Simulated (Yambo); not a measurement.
A G0W0@PBEsol run in Yambo for LuTlS2 (space group R-3m, No. 166) (4×4×4 Γ-centred k mesh, bands 2 to 150 and a 7 Ry block in the screening, 150 bands in G with the Bruneval-Gonze terminator, plasmon pole fitted at 27.2 eV) gives these matrix elements, in eV, at the band edges (Z → F):

```
state               E0    <Vxc>     <Σx>  <Σc(E0)>      Z
---------------  -----  -------  -------  --------  -----
valence edge     0.000  -13.996  -15.787     1.021  0.795
conduction edge  1.058   -9.847   -6.880    -2.880  0.820
```

**Question.** Solve the linearised quasiparticle equation for both states, give the gap, and say how exchange and correlation each act on it.

**Answer.** E = E0 + Z(Σx + Σc − Vxc). Valence: 0.000 + 0.795 × (-15.787 + (1.021) − (-13.996)) = -0.61 eV. Conduction: 1.058 + 0.820 × (-6.880 + (-2.880) − (-9.847)) = 1.13 eV. The gap is 1.74 eV, against 1.06 eV in PBEsol. Replacing Vxc by bare exchange alone would open it by 4.76 eV; correlation takes back 3.90 eV of that, and Z scales what is left. Convergence of the G0W0 settings was not tested. Spin-orbit coupling is left out; with 6p states at a band edge it can lower the gap by many tenths of an eV, most of a small gap. The 4f states are in the valence at their DFT position.

The standard potential for Tl keeps a d shell in the valence without the s and p states of that shell. In tests on such compounds this moved G0W0 gaps by up to about 0.9 eV, so absolute quasiparticle energies here are unreliable; differences between settings are what counts.

Geometry relaxed with PBE+D3(BJ); primitive cell a = b = c = 7.780 Å, α = β = γ = 28.96°.

The structure is a Materials Project entry; no match was found in the copy of COD used, and its stability was not checked.
